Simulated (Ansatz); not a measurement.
Run on CoOs (P-6m2) — free moments from the typed start

Theory: DFT, PBEsol, PAW with Ansatz's default frozen-core files, scalar-relativistic (Ansatz).

Command: `ansatz run input.yaml --threads 1 --pin off --max-ram 3072MiB --backend cpu --events-out ev --progress --plain --runs-dir out`

```yaml
crystal:
  lattice:
    - [2.6712738749, 0.0, 0.0]
    - [-1.3356369374, 2.3133910361, 0.0]
    - [0.0, 0.0, 4.116557]
  atoms:
    - { symbol: Co, position: [0.6666666667, 0.3333333333, 0.5], spin: 2.0 }
    - { symbol: Os, position: [0.3333333333, 0.6666666667, 0.0] }
magnetization:
  spin_polarized: true
kpoints:
  mp_grid: { grid: [14, 14, 8] }
scf:
  occupations: { method: fermi_dirac, width: 0.1 }
hamiltonian:
  xc: pbesol
  pseudopotentials: { kind: paw }
output:
  forces: true
  stress: true
  eigenvalues: true
  populations: true
```

Output:

```
Engine: ansatz 0.2.0
Pseudopotentials: kind: paw
Pseudopotential: Co, paw, valence charge 17, recommended cutoff 420 eV (normal), Co.paw.azcp
Pseudopotential: Os, paw, valence charge 16, recommended cutoff 420 eV (normal), Os.paw.azcp
Functional definition: PBEsol
  exchange = pbesol_x
  correlation = pbesol_c
Crystal: 2 atoms, lattice volume = 25.439 Å³
Basis set: ecut = 420 eV, 523 PW (Γ), exchange–correlation on 36×36×60 points (8 copies of the dense FFT grid, shifted against one another)
Bands: 22, of which v1, the nominal top of the filled ones, is band 17 counted from 1 (16 counted from 0)
Symmetry: 12 space group operations
Space group: P-6m2 (ITA 187), of the structure as read, at distance tolerance 2.9e-5 Å
Magnetic group: BNS 187.209 (UNI 1439), of the structure as read, at distance tolerance 2.9e-5 Å
k-points: 120 of 1568 (time reversal used)
Non-local potential: Co, projectors of the file, l = 0: 3, l = 1: 2, l = 2: 3, l = 3: 1
Non-local potential: Os, projectors of the file, l = 0: 3, l = 1: 2, l = 2: 2, l = 3: 1
PAW form: soft (Blöchl's): semilocal exchange-correlation on the pseudo side does not see the compensation charge
PAW frozen core: Co, regenerated for the run's functional, and the local potential with it (the file was generated under x = pbe(κ = 0.804, μ = 0.2195149727645171), c = pbe(β = 0.06672455060314922))
PAW frozen core: Os, regenerated for the run's functional, and the local potential with it (the file was generated under x = pbe(κ = 0.804, μ = 0.2195149727645171), c = pbe(β = 0.06672455060314922))
PAW one-centre angular grid: Co, 590 points (default); XC on 64 Gauss nodes
PAW one-centre angular grid: Os, 590 points (default); XC on 64 Gauss nodes
Initial density: superposition of atomic densities (chi_scale 0.1, normalization cell)
Starting moments: Σ|m| = 2 μB on 1 of 2 sites
Initial wavefunctions: pseudopotential atomic-orbital guess
Functional: x = pbesol(κ = 0.804, μ = 0.12345679012345678), c = pbesol(β = 0.046)
SCF iter   1: F=—  HF=-16343.883972 eV  |F-HF|=—  |Δ(HF+E_count)|=         —  Δρ=1.10e-1 (↑1.10e-1 ↓3.15e-2)  dr2=2.02e0  dr2_m=7.84e-1  M=1.126 μB ∫|m|=1.323 μB  β_m=0.30  ethr=3.10e-3  ⟨swp⟩=4.3  Hψ=19741  notcnv=0
Mixer restart at iter 1: flushing history
preconditioner: auto → none  [metal: Δε(μ)=0.007 eV  Ē_g=8.471 eV  σ=0.100 eV  W_gap=0.02  n_scr=8 (ndim 8)  ℏωp=30.4 eV  f_vac=0.000  D(μ)=2.03/eV (n_scr^D=22)  sad-step TF]
SCF iter   2: F=—  HF=-16343.074969 eV  |F-HF|=—  |Δ(HF+E_count)|=   8.09e-1  Δρ=5.22e-2 (↑5.12e-2 ↓5.22e-2)  dr2=5.46e-1  dr2_m=5.12e-1  M=1.038 μB ∫|m|=1.251 μB  β_m=0.42  ethr=3.10e-3  ⟨swp⟩=2.2  Hψ=10071  notcnv=0
SCF iter   3: F=—  HF=-16343.514320 eV  |F-HF|=—  |Δ(HF+E_count)|=   4.39e-1  Δρ=3.12e-2 (↑3.12e-2 ↓1.57e-2)  dr2=2.00e-1  dr2_m=1.14e-1  M=1.104 μB ∫|m|=1.304 μB  β_m=0.46  ethr=1.65e-3  ⟨swp⟩=2.4  Hψ=8723  notcnv=0
SCF iter   4: F=—  HF=-16343.610875 eV  |F-HF|=—  |Δ(HF+E_count)|=   9.66e-2  Δρ=4.48e-2 (↑1.90e-2 ↓4.48e-2)  dr2=3.73e-1  dr2_m=2.17e-1  M=0.867 μB ∫|m|=1.067 μB  β_m=0.56  ethr=6.05e-4  ⟨swp⟩=2.0  Hψ=8207  notcnv=0
SCF iter   5: F=—  HF=-16343.776028 eV  |F-HF|=—  |Δ(HF+E_count)|=   1.65e-1  Δρ=1.59e-2 (↑9.70e-3 ↓1.59e-2)  dr2=4.11e-2  dr2_m=3.22e-2  M=0.823 μB ∫|m|=0.993 μB  β_m=0.61  ethr=6.05e-4  ⟨swp⟩=2.2  Hψ=8011  notcnv=0
SCF iter   6: F=—  HF=-16343.775006 eV  |F-HF|=—  |Δ(HF+E_count)|=   1.02e-3  Δρ=5.25e-3 (↑5.25e-3 ↓2.59e-3)  dr2=1.15e-2  dr2_m=4.75e-4  M=0.785 μB ∫|m|=0.933 μB  β_m=0.63  ethr=1.24e-4  ⟨swp⟩=2.4  Hψ=10935  notcnv=0
SCF iter   7: F=—  HF=-16343.776800 eV  |F-HF|=—  |Δ(HF+E_count)|=   1.79e-3  Δρ=3.41e-3 (↑3.41e-3 ↓3.14e-3)  dr2=9.57e-3  dr2_m=4.07e-5  M=0.781 μB ∫|m|=0.924 μB  β_m=0.81  ethr=3.48e-5  ⟨swp⟩=1.0  Hψ=5280  notcnv=0
SCF iter   8: F=—  HF=-16343.778450 eV  |F-HF|=—  |Δ(HF+E_count)|=   1.65e-3  Δρ=7.96e-4 (↑2.27e-4 ↓7.96e-4)  dr2=2.51e-4  dr2_m=3.43e-5  M=0.777 μB ∫|m|=0.916 μB  β_m=0.88  ethr=2.90e-5  ⟨swp⟩=2.0  Hψ=6042  notcnv=0
SCF iter   9: F=—  HF=-16343.778538 eV  |F-HF|=—  |Δ(HF+E_count)|=   8.81e-5  Δρ=2.51e-4 (↑2.51e-4 ↓2.34e-4)  dr2=4.39e-5  dr2_m=1.42e-7  M=0.778 μB ∫|m|=0.917 μB  β_m=0.87  ethr=7.61e-7  ⟨swp⟩=2.0  Hψ=6814  notcnv=0
SCF iter  10: F=—  HF=-16343.778535 eV  |F-HF|=—  |Δ(HF+E_count)|=   3.52e-6  Δρ=2.77e-5 (↑2.77e-5 ↓2.52e-5)  dr2=5.27e-7  dr2_m=1.11e-8  M=0.778 μB ∫|m|=0.918 μB  β_m=0.90  ethr=1.33e-7  ⟨swp⟩=1.3  Hψ=5372  notcnv=0
SCF iter  11: F=—  HF=-16343.778535 eV  |F-HF|=—  |Δ(HF+E_count)|=   6.69e-8  Δρ=1.56e-5 (↑1.56e-5 ↓2.97e-6)  dr2=3.15e-8  dr2_m=1.70e-8  M=0.779 μB ∫|m|=0.918 μB  β_m=0.91  ethr=1.60e-9  ⟨swp⟩=1.9  Hψ=6352  notcnv=0
SCF iter  12: F=—  HF=-16343.778535 eV  |F-HF|=—  |Δ(HF+E_count)|=   1.24e-9  Δρ=4.87e-6 (↑4.87e-6 ↓6.33e-7)  dr2=3.34e-9  dr2_m=1.69e-9  M=0.779 μB ∫|m|=0.918 μB  β_m=0.95  ethr=9.54e-11  ⟨swp⟩=1.6  Hψ=6090  notcnv=0
SCF iter  13: F=-16343.778535 eV  HF=-16343.778535 eV  |F-HF|=1.06e-8  |Δ(HF+E_count)|=  9.24e-10  Δρ=4.25e-6 (↑1.78e-6 ↓4.25e-6)  dr2=1.16e-8  dr2_m=4.22e-10  M=0.779 μB ∫|m|=0.918 μB  ethr=1.01e-11  ⟨swp⟩=1.7  Hψ=14992  notcnv=0
SCF 1 converged in 13 iterations: F = -16343.778535 eV  dr2 = 1.16e-8
  greatest PAW one-centre occupation: 1.001 electrons in one spin orbital (limit 2), on the Co atom at site 0 (counted from 0), in its partial waves of l = 1
SCF converged after 13 iterations
Magnetization: 0.7786 μB (16.8893 up, 16.1107 down)
Absolute magnetization: 0.9202 μB (∫|ρ↑−ρ↓|, with the PAW one-centre terms)
Spin contamination: 0.0480 ħ² per cell (⟨S²⟩ above its minimum at these occupations)
Per-site moments (μB) at R_I (Å): [(0.8230306781781231, 1.0609415335940449), (-0.005667612103694979, 1.0609415335940449)]
Free energy (F): -16343.778535 eV
Harris-Foulkes:  -16343.778535 eV  (|F-HF|=1.06e-8)
Internal energy: -16343.702749 eV  (E = F + TS)
E sigma→0 (E₀):  -16343.740642 eV
Entropy (-TS):   -0.075786 eV (-37.893 meV/atom)
Fermi energy:    21.971193 eV
--- Per-component energies (eV) ---
  E_band       = -314.611717
  E_kinetic    = 1014.036184
  E_local      = -3761.490276  (includes V_loc(G=0)·N_el)
  E_nonlocal   = 456.827214
  E_hartree    = 1580.504144
  E_xc         = -422.341945
  E_vxc        = -487.438830  (∫ρ·V_xc dr)
  E_paw        = -10361.568817  (= ΣΔE_a)
  E_vpaw       = -697.550407  (= ΣTr[D̂ρ^β])
  E_aug_tail   = 0.000008  (compensation charges beyond the density's cutoff)
  E_ewald      = -4850.105614
  E_core_change = 0.436352  (= ΣΔE_core)
  E_smearing   = -0.075786  (= −TS)
  E_closure    = -0.000000  (closes the sum)
  Σ components = -16343.778535   (vs F -16343.778535, Δ=0.00e0)
--- Forces (eV/Å), atoms counted from 1 ---
  atom   1  Co     0.00000000    -0.00000000     0.00000000
  atom   2  Os    -0.00000000     0.00000000     0.00000000
  max |Σ_I F_I| component: 8.33e-17 eV/Å
--- Stress (GPa, compression-positive) ---
      -12.790416       0.000000       0.000000
        0.000000     -12.790416       0.000000
        0.000000       0.000000     -12.824413
  P = ⅓ Tr σ = -12.8017 GPa (-128.017 kbar)
--- Band table (eV; the first three rows and the last of 240) ---
  k-point 0 ↑: bands = ["-73.3143", "-64.4977", "-36.8396", "-36.6008", "-36.6008", "-23.9119", "-23.4328", "-23.4328", "11.9099", "15.5350", "19.3012", "19.3012", "19.7329", "20.0735", "20.0735", "20.2200", "20.2200", "22.2450", "23.0819", "23.0819", "30.5210", "36.5982"]
  k-point 1 ↑: bands = ["-73.3143", "-64.4978", "-36.8390", "-36.6008", "-36.6008", "-23.9144", "-23.4328", "-23.4328", "12.0646", "15.5695", "19.1982", "19.1982", "19.6668", "20.0030", "20.0030", "20.4084", "20.4084", "21.6527", "23.0872", "23.0872", "31.2814", "36.5328"]
  k-point 2 ↑: bands = ["-73.3142", "-64.4979", "-36.8374", "-36.6007", "-36.6007", "-23.9204", "-23.4329", "-23.4329", "12.4886", "15.6446", "19.0411", "19.0411", "19.4916", "19.8364", "19.8364", "20.4198", "20.7895", "20.7895", "23.0773", "23.0773", "32.9751", "36.4193"]
  k-point 119 ↓: bands = ["-72.3199", "-64.4092", "-35.9091", "-35.7174", "-35.6986", "-24.1445", "-24.0051", "-23.7851", "16.8847", "17.8076", "17.8441", "18.3988", "18.9008", "20.0571", "20.9343", "21.3415", "22.4631", "23.3159", "26.7896", "29.8114", "30.3685", "30.4259"]
--- Löwdin populations: 2 sites ---
  site symbol       q [e]    m [muB]
     0     Co     16.7065     0.8010
     1     Os     15.9001     0.0046
  spilling = 0.011923 (of n_electrons = 33.000000)
```

populations.tsv:

```
# site	symbol	l	j	q_up	q_dn
# orbitals = lowdin
# n_electrons = 33.000000
# spilling = 0.011923
0	Co	0_3S	-	0.993972	0.994178
0	Co	0_4S	-	0.426135	0.437947
0	Co	1_3P	-	2.999036	2.999004
0	Co	2_3D	-	4.334583	3.521611
1	Os	0_5S	-	0.992449	0.992422
1	Os	0_6S	-	0.507617	0.507536
1	Os	1_5P	-	2.997120	2.997193
1	Os	2_5D	-	3.455159	3.450582
```

Site moments (μB): Co1 0.82, Os2 -0.01. Cell moment 0.78 μB.

The magnetic group in the log treats spin as a scalar label, without spin–orbit coupling.

The PAW files were made with PBE; the program remakes their cores once for the run's functional and then keeps them frozen. Spin–orbit coupling is left out although heavy atoms are present. The magnetic state is the one that this cell and start allow. It needn't be the compound's measured order, which may need a larger cell or be absent.

It took 24 s on 1 thread of Arm Neoverse V1, with other jobs on the host, peak memory 0.43 GiB.
